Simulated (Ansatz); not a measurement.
Mo (bcc, W type)

```
CELL_PARAMETERS angstrom
     -3.15061     3.15061     3.15061
      1.57530    -1.57530     1.57530
      1.57530     1.57530    -1.57530
ATOMIC_POSITIONS crystal
  Mo 0.00000 0.00000 0.00000
  Mo 0.50000 0.00000 0.00000
```

In this cell atom 1 (Mo, nearest neighbour Mo at 2.729 Å; its periodic images, 2.7 Å or more away, move with it) is moved by s along a lattice vector, unit vector (-0.577, -0.577, 0.577); all other atoms and the cell stay fixed.

Calculation: r2SCAN (plane waves to 500 eV, PAW, scalar-relativistic; Ansatz, an electronic-structure program). k mesh 17×17×17 (Γ-centred), Fermi-Dirac smearing 0.05 eV. The energy includes the smearing's −TS. With partly filled bands, energies and forces of such displacements shift with the k mesh and the smearing. On this mesh the relaxed cell isn't quite at rest: it carries a pressure of 0.1 GPa (compression positive) at the zero of the scan. Mo is run without spin polarisation. Mo was relaxed with its symmetry unable to fall. ΔE is measured from the undisplaced structure. The last digit holds for this mesh only.

```json
[
 {"s (Å)": "-0.820", "ΔE (meV/cell)": "1113.2"},
 {"s (Å)": "-0.656", "ΔE (meV/cell)": "withheld"},
 {"s (Å)": "-0.492", "ΔE (meV/cell)": "634.5"},
 {"s (Å)": "-0.328", "ΔE (meV/cell)": "309.6"},
 {"s (Å)": "-0.164", "ΔE (meV/cell)": "80.4"},
 {"s (Å)": "0.000", "ΔE (meV/cell)": "0.0"},
 {"s (Å)": "0.164", "ΔE (meV/cell)": "80.4"},
 {"s (Å)": "0.328", "ΔE (meV/cell)": "309.6"},
 {"s (Å)": "0.492", "ΔE (meV/cell)": "634.5"},
 {"s (Å)": "0.656", "ΔE (meV/cell)": "withheld"},
 {"s (Å)": "0.820", "ΔE (meV/cell)": "1113.2"}
]
```

**Question.** Fit an even polynomial form (powers 2, 4, 6) to the given rows and predict ΔE at s = 0.656.

**Answer.** Least squares on the 9 given rows: ΔE = (3061)·s² + (-1659)·s⁴ + (-640.0)·s⁶, in meV/cell with s in Å; root-mean-square residual 0.41 meV/cell. At 0.656 the fit gives 959.0 meV/cell; the calculation gives 939.9 meV/cell, so the interpolation is off by 19.1 (+2.0 %). The quadratic term alone would give 1317.3 meV/cell.

(For displaced atoms, the force is minus the slope of the energy, and its curvature is a force constant, which sets phonon frequencies.)
